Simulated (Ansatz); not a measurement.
One crystal and one scan (energy over volume and axial ratio) at two levels, PBE (plane waves to 420 eV, PAW, scalar-relativistic; Ansatz, a first-principles code) and r2SCAN (plane waves to 500 eV, PAW, scalar-relativistic; Ansatz), each from its own relaxed cell and on its own mesh. The cell shown is that of PBE.

WSi2 (MoSi2 type, space group I4/mmm)

```
WSi2
1.0
   -1.61458     1.61458     3.93362
    1.61458    -1.61458     3.93362
    1.61458     1.61458    -3.93362
W Si
1 2
Direct
  0.00000   0.00000   0.00000
  0.33458   0.33458   0.00000
  0.66542   0.66542   0.00000
```

Grid over V/V₀ and (c/a)/(c/a)₀, subscript 0 meaning the relaxed cell; the conventional c axis lies along z; no internal relaxation.

The energy includes the smearing's −TS. Spin-orbit coupling is left out, though W is heavy. WSi2 is run without spin polarisation. WSi2 was relaxed with its symmetry unable to fall. As the atoms are clamped, bonds stretch with the cell, which overstates energies and stresses. With partly filled bands, the response to shear is sensitive to the k mesh, so small differences along c/a are uncertain. Percentages come from the unrounded values. Both scans cover V/V₀ from 0.960 to 1.040 and (c/a)/(c/a)₀ from 0.920 to 1.080.

Results of PBE:

```
Item                                                                                          Result
--------------------------------------------------------------------------------------------  ------
Lattice constant a (Å)                                                                         3.229
Lattice constant c (Å)                                                                         7.867
Relaxed volume (Å³/atom)                                                                       13.67
Modulus against c/a change at fixed volume, (3/4V)·∂²E/∂(ln c/a)² (fit, atoms clamped) (GPa)     203
```

Task: What does r2SCAN give for the same quantities?

Result: 
```json
[
 {"quantity": "Lattice constant a (Å)", "r2SCAN": "3.212", "PBE − r2SCAN": "+0.017 (+0.5 %)"},
 {"quantity": "Lattice constant c (Å)", "r2SCAN": "7.804", "PBE − r2SCAN": "+0.063 (+0.8 %)"},
 {"quantity": "Relaxed volume (Å³/atom)", "r2SCAN": "13.42", "PBE − r2SCAN": "+0.25 (+1.9 %)"},
 {"quantity": "Modulus against c/a change at fixed volume, (3/4V)·∂²E/∂(ln c/a)² (fit, atoms clamped) (GPa)", "r2SCAN": "224", "PBE − r2SCAN": "-21 (-10 %)"}
]
```

PBE gives the higher value for: lattice constant a; lattice constant c; relaxed volume. PBE gives the lower value for: modulus against c/a change at fixed volume.

(A scan under strain: stresses follow from slopes of the energy per volume, elastic moduli from its curvatures.)
